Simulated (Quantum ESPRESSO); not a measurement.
**Kohn-Sham bands of RbH$_{2}$N (P2₁/m)**

```yaml
crystal:
  lattice:
    - [4.84115, 0.00000, 0.00000]
    - [0.00000, 3.94726, 0.00000]
    - [-0.99432, 0.00000, 6.33460]
  atoms:
    - { symbol: Rb, position: [0.20399, 0.25000, 0.30141] }
    - { symbol: Rb, position: [0.79601, 0.75000, 0.69859] }
    - { symbol: H, position: [0.33637, 0.45029, 0.86950] }
    - { symbol: H, position: [0.66363, 0.54971, 0.13050] }
    - { symbol: H, position: [0.66363, 0.95029, 0.13050] }
    - { symbol: H, position: [0.33637, 0.04971, 0.86950] }
    - { symbol: N, position: [0.28967, 0.25000, 0.76810] }
    - { symbol: N, position: [0.71033, 0.75000, 0.23190] }
```

Materials Project entry mp-697144; symmetrised, unrelaxed at this level. Not found in the COD (Crystallography Open Database) copy used; not checked further. Level: LDA, no spin polarisation, no spin-orbit coupling; pw.x of Quantum ESPRESSO at 68 Ry with PseudoDojo potentials, 6×8×6 k-points, Wannier90. Density: 6×8×6 mesh, cold smearing 0.01 Ry.

Energies are relative to the valence-band maximum; weights are on the orthonormalised atomic waves of the pseudopotential files, averaged over the group. 32 electrons a cell are treated as valence.

| bands | from (eV) | to (eV) | filling | weight on atomic waves |
|---|---|---|---|---|
| 1–2 | -25.96 | -25.89 | filled | (withheld) |
| 3–4 | -14.76 | -14.34 | filled | (withheld) |
| 5–10 | -10.45 | -9.75 | filled | (withheld) |
| 11–12 | -6.12 | -4.97 | filled | (withheld) |
| 13–14 | -2.88 | -1.81 | filled | (withheld) |
| 15–16 | -0.93 | 0.00 | filled | (withheld) |

Q: Which atomic shells make up each group?

A: 
- 1–2, weight on atomic waves: Rb 4s 97 %
- 3–4, weight on atomic waves: N 2s 57 %, H 1s 34 %, N 2p 4 %
- 5–10, weight on atomic waves: Rb 4p 97 %
- 11–12, weight on atomic waves: N 2p 60 %, H 1s 36 %
- 13–14, weight on atomic waves: N 2p 71 %, N 2s 16 %, H 1s 6 %
- 15–16, weight on atomic waves: N 2p 90 %, Rb 5s 4 %

The Kohn-Sham gap over both meshes and the path is 1.81 eV.
